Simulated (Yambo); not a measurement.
Yambo run on BaHI (space group P4/nmm, No. 129). The wavefunctions are PBEsol (pw.x of Quantum ESPRESSO, ONCV potentials, with spin-orbit coupling) ones on a 2×2×2 mesh (36 occupied bands); a = b = 4.776 Å, c = 7.800 Å, α = β = γ = 90.00°.

Yambo input:

```
rim_cut
gw0
dyson
el_el_corr
HF_and_locXC
cohsex
em1s
RandQpts= 1000000
RandGvec= 1 Ry
EXXRLvcs= 72 Ry
VXCRLvcs= 288 Ry
Chimod= "HARTREE"
% BndsRnXs
 1 | 358 |
%
NGsBlkXs= 6 Ry
% LongDrXs
 1.0 | 1.0 | 1.0 |
%
ExtendOut
% QPkrange
 2 | 2 | 36 | 37 |
%
```

k points by index: 2 = Z.

Table of the .qp output:

```
#    K-point    Band    Eo [eV]    E [eV]    E-Eo [eV]    Vxc [eV]    Vnlxc [eV]    Sc|Eo [eV]    Re(Z)    Im(Z)
#
    2    36    0.000000    -2.711429    -2.711429    -11.25030    -13.89713    -0.064603    1.000000    0.000000
    2    37    2.550407    2.040732    -0.509676    -8.140137    -4.060621    -4.589192    1.000000    0.000000
```
(The two width columns are left out.) Convergence of these settings isn't established.

Geometry of the Materials Project entry, not relaxed at this level.
